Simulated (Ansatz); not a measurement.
**Ca: course of a relaxation**

Method: Ansatz, DFT PBEsol, scalar-relativistic, plane waves, PAW. Run with 420 eV cutoff, 12×12×8 k-mesh, Gaussian smearing of 0.10 eV, no spin polarisation.

What was changed: biaxial strain in the a-b plane, c and atoms relaxed: -3.0 %.

Command:

```bash
ansatz run input.yaml --threads 1 --pin off --max-ram 1331MiB --backend cpu --events-out ev --progress --plain --runs-dir out
```

Input:

```yaml
crystal:
  lattice:
    - [3.7407417256, 0.0, 0.0]
    - [0.0, 3.7418527351, 0.0]
    - [0.0, 0.0, 5.5463766489]
  atoms:
    - { symbol: Ca, position: [0.0, 0.0, 0.5] }
    - { symbol: Ca, position: [0.5, 0.5, 0.0] }
basis:
  ecutwfc: 420
kpoints:
  mp_grid: { grid: [12, 12, 8] }
hamiltonian:
  xc: pbesol
scf:
  occupations: { method: gaussian, width: 0.1 }
output:
  forces: true
  stress: true
  eigenvalues: true
relax:
  adjacent_minimum: "off"
  f_tol: 0.008
  max_steps: 40
  cell: { stress_tol: 0.015, fix: [a, b, gamma] }
```

F is the free energy. Steps run on the plane waves of an earlier cell, but the last one, and at times one on the way, on a freshly chosen basis, so a repeated geometry can differ a little in energy. The held parts of the cell keep their stress, so P needn't end at zero.

Steps:

| step | F − F(1) (eV) | largest force component (eV/Å) | V (Å³/atom) | P (GPa) |
| --- | --- | --- | --- | --- |
| 1 | 0.0000 | 0.000 | 38.817 | 0.84 |
| 2 | -0.0014 | 0.000 | 39.072 | 0.71 |
| 3 | -0.0026 | 0.000 | 39.605 | 0.44 |
| 4 | -0.0026 | 0.000 | 39.605 | 0.44 |

Relaxed structure:

```xyz
2
Lattice="3.7407 0.0000 0.0000 0.0000 3.7419 0.0000 0.0000 0.0000 5.6589" Properties=species:S:1:pos:R:3 pbc="T T T"
Ca    0.0000    0.0000    2.8294
Ca    1.8704    1.8709    0.0000
```

It takes space group I4/mmm (No. 139, tetragonal). The conventional cell has a = 3.741 Å, b = 3.741 Å, c = 5.659 Å, α = 90.00°, β = 90.00°, γ = 90.00°. Ca (site symmetry 4/mmm) has 12 Ca at 3.74 to 3.87 Å as nearest neighbours.

The run converged. The run took of the order of 30 core-seconds.